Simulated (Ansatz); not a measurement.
W2C:
```cif
data_C4W8
_chemical_formula_sum 'W8 C4'
_space_group_name_H-M_alt 'P 1'
_space_group_IT_number 1
_cell_length_a 4.71548
_cell_length_b 6.03818
_cell_length_c 5.18190
_cell_angle_alpha 90.000
_cell_angle_beta 90.000
_cell_angle_gamma 90.000
loop_
_space_group_symop_operation_xyz
  'x, y, z'
loop_
_atom_site_label
_atom_site_type_symbol
_atom_site_fract_x
_atom_site_fract_y
_atom_site_fract_z
_atom_site_occupancy
W1 W 0.24347 0.12241 0.08099 1
W2 W 0.75653 0.87759 0.91901 1
W3 W 0.25653 0.37759 0.58099 1
W4 W 0.74347 0.62241 0.41901 1
W5 W 0.74347 0.37759 0.91901 1
W6 W 0.25653 0.62241 0.08099 1
W7 W 0.75653 0.12241 0.41901 1
W8 W 0.24347 0.87759 0.58099 1
C1 C 0.50000 0.12208 0.75000 1
C2 C 0.50000 0.87792 0.25000 1
C3 C 0.00000 0.37792 0.25000 1
C4 C 0.00000 0.62208 0.75000 1
```

Relaxed with PBEsol.

Task: Which orbitals make up the states near the Fermi level in plane-wave PAW PBEsol (Ansatz code)?

Result: Within 0.5 eV of the Fermi level: W 5d 89 %, C 2p 7 %. Projections are on Löwdin-orthogonalised atomic valence shells; empty p or d shells of many metals are not among them.

Task: Tabulate the density of states.

Result: States/eV per cell of 12 atoms, in 0.25 eV bins, energy from the Fermi level.

```
E (eV)  total  W 5d  C 2p  W 6s
------  -----  ----  ----  ----
-7.85    6.78  2.62  2.77  1.04
-7.60    5.51  2.21  2.24  0.75
-7.35    5.73  2.25  2.40  0.77
-7.10    4.28  1.84  1.75  0.47
-6.85    5.19  2.25  2.18  0.48
-6.60    5.78  2.44  2.57  0.48
-6.35    5.06  2.34  2.27  0.24
-6.10    8.28  3.91  3.78  0.30
-5.85    8.54  4.03  3.94  0.27
-5.60    8.81  4.05  4.11  0.33
-5.35    9.01  4.21  4.22  0.24
-5.10    8.03  4.27  3.19  0.26
-4.85    6.01  3.61  1.91  0.25
-4.60    4.71  3.46  0.82  0.29
-4.35    5.67  4.26  0.85  0.39
-4.10    8.60  6.81  0.94  0.59
-3.85    9.73  7.83  0.82  0.72
-3.60   10.23  8.47  0.73  0.63
-3.35    8.58  7.11  0.56  0.56
-3.10    6.92  5.64  0.46  0.52
-2.85    6.73  5.49  0.47  0.47
-2.60    9.64  7.99  0.59  0.61
-2.35   10.64  8.74  0.71  0.63
-2.10    8.50  7.00  0.56  0.46
-1.85    4.39  3.72  0.26  0.20
-1.60    3.00  2.66  0.16  0.08
-1.35    3.48  3.10  0.19  0.09
-1.10    4.17  3.71  0.23  0.09
-0.85    5.18  4.61  0.28  0.10
-0.60    5.00  4.48  0.27  0.08
-0.35    5.33  4.79  0.31  0.08
-0.10    4.94  4.42  0.32  0.07
0.15     6.03  5.34  0.46  0.08
0.40     7.02  6.12  0.56  0.14
0.65     8.05  6.93  0.74  0.15
0.90     8.94  7.73  0.76  0.18
1.15     6.84  5.95  0.54  0.13
1.40     7.41  6.66  0.45  0.11
1.65     8.21  7.39  0.48  0.13
1.90     8.93  8.05  0.48  0.16
2.15     8.64  7.71  0.50  0.17
2.40     9.25  8.14  0.55  0.25
2.65     9.20  8.04  0.61  0.25
2.90     7.93  6.95  0.47  0.26
3.15     8.54  7.31  0.58  0.35
3.40     7.70  6.10  0.75  0.43
3.65     6.33  4.70  0.74  0.39
3.90     4.72  3.27  0.70  0.27
4.15     5.22  3.30  0.88  0.36
4.40     6.60  3.82  1.46  0.59
4.65     7.87  4.43  2.00  0.68
```

Space group Pbcn. The first step of the workflow began from a Materials Project structure, measured or hypothetical; the Crystallography Open Database copy checked does not list it. Its standing as an ambient phase is unchecked. The cell was relaxed with PBEsol under the symmetry of its start; whether a distortion lowers the energy is not shown. The run is not spin-polarised. Scalar-relativistic: spin–orbit coupling is off unless named, which matters more the heavier the elements.

Potentials: the later of the program's two PAW sets.
